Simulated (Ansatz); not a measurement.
Input and command of a plane-wave DFT calculation in Ansatz:

```yaml
crystal:
  lattice:
    - [3.822322, 0.0, 0.0]
    - [0.0, 3.822322, 0.0]
    - [0.0, 0.0, 3.822322]
  atoms:
    - { symbol: Al, position: [0.5, 0.5, 0.5] }
    - { symbol: Fe, position: [0.5, 0.0, 0.0] }
    - { symbol: Fe, position: [0.0, 0.5, 0.0] }
    - { symbol: Fe, position: [0.0, 0.0, 0.5] }
    - { symbol: B, position: [0.0, 0.0, 0.0] }
basis:
  ecutwfc: 420
kpoints:
  mp_grid: { grid: [10, 10, 10] }
hamiltonian:
  xc: pbe
scf:
  occupations: { method: gaussian, width: 0.1 }
  lower_state_search: "off"
output:
  forces: true
  stress: true
  eigenvalues: true
```

```bash
ansatz run input.yaml --threads 1 --pin off --max-ram 2560MiB --backend cpu --events-out ev --progress --plain --runs-dir out
```

Processor: Arm Neoverse V1, 1 thread, on a host shared with other jobs.

Task: How long does it run, and how much memory does it take?

Result: About 7 s on 1 thread of Arm Neoverse V1, with other jobs on the host, peak memory 0.36 GiB. It solves 33 bands at 56 k points (the mesh reduced by the symmetry that the task leaves, which can be less than the crystal's) with about 1045 plane waves, in 8 SCF iterations.
